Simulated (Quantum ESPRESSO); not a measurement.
```yaml
crystal:
  lattice:
    - [0.00000, 2.43515, 2.43515]
    - [2.43515, 0.00000, 2.43515]
    - [2.43515, 2.43515, 0.00000]
  atoms:
    - { symbol: Be, position: [0.00000, 0.00000, 0.00000] }
    - { symbol: S, position: [0.75000, 0.75000, 0.75000] }
```
The geometry is a computed Materials Project entry, not a measured one. It is BeS in F-43m; whether this form has been observed was not checked. Stability against distortions was not tested.

With PBE (σ by GIPAW in a modified build of Quantum ESPRESSO; JTH PAW datasets, 20 Ha):

```json
[
 {"quantity": "σ_iso S (ppm)", "PBE": "668.0"}
]
```

These are absolute shieldings with no macroscopic susceptibility term; δ = σ_ref − σ needs a reference computed alike. By our sweeps, such settings leave a few ppm in absolute σ. No d partial waves on S: the paramagnetic term there is incompletely reconstructed.

**Question.** What does the LDA, on its own JTH datasets and the same geometry, give?

**Answer.** 
```
quantity         LDA  LDA − PBE
-------------  -----  ---------
σ_iso S (ppm)  645.2      -22.8
```
